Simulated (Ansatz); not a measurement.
A relaxed cell of C (Fd-3m (No. 227)), relaxed on a k-mesh at least as fine as the one used below. Method: PBEsol (plane waves to 420 eV, PAW, scalar-relativistic; Ansatz, a first-principles code). Γ-centred k-mesh 11×11×6 on the run's cell (coarser than for final values), Fermi–Dirac smearing 0.05 eV.

```yaml
crystal:
  lattice:
    - [0.00000, 1.77682, 1.77682]
    - [1.77682, 0.00000, 1.77682]
    - [3.55364, 3.55364, 0.00000]
  atoms:
    - { symbol: C, position: [0.75000, 0.75000, 0.37500] }
    - { symbol: C, position: [0.75000, 0.75000, 0.87500] }
    - { symbol: C, position: [0.50000, 0.50000, 0.25000] }
    - { symbol: C, position: [0.50000, 0.50000, 0.75000] }
```

Every atom was then displaced, and the forces became (eV/Å):

```
atom     Fx     Fy     Fz
----  -----  -----  -----
C1    -3.79  -2.04   0.84
C2    -5.77   5.28  -5.51
C3     1.66  -1.63   2.64
C4     7.89  -1.61   2.03
```

Task: Which atom was moved farthest relative to the others, and in which direction?

Result: C2, by (0.10, -0.08, 0.08) Å (0.15 Å, mean shift removed); the next is C4 with 0.08 Å. Its force makes an angle of 177° with its move.

All displacements (Å):

```tsv
atom	ux	uy	uz
C1	-0.001	0.068	0.084
C2	0.073	-0.069	0.191
C3	-0.058	0.059	0.053
C4	-0.103	-0.009	0.112
```

Task: Estimate the energy cost of the displacement in the harmonic approximation and compare with the calculation.

Result: For a harmonic well ΔE = −½ Σ F·u = 1.261 eV a cell, or 315 meV/atom. The calculated energy relative to the undisplaced cell is +0.304 eV/atom, so the harmonic estimate holds well.

No spin polarisation in the result.

The run that gave the undisplaced cell could not lose the symmetry of its start; a randomly shaken copy of 4 atoms returns to this structure.
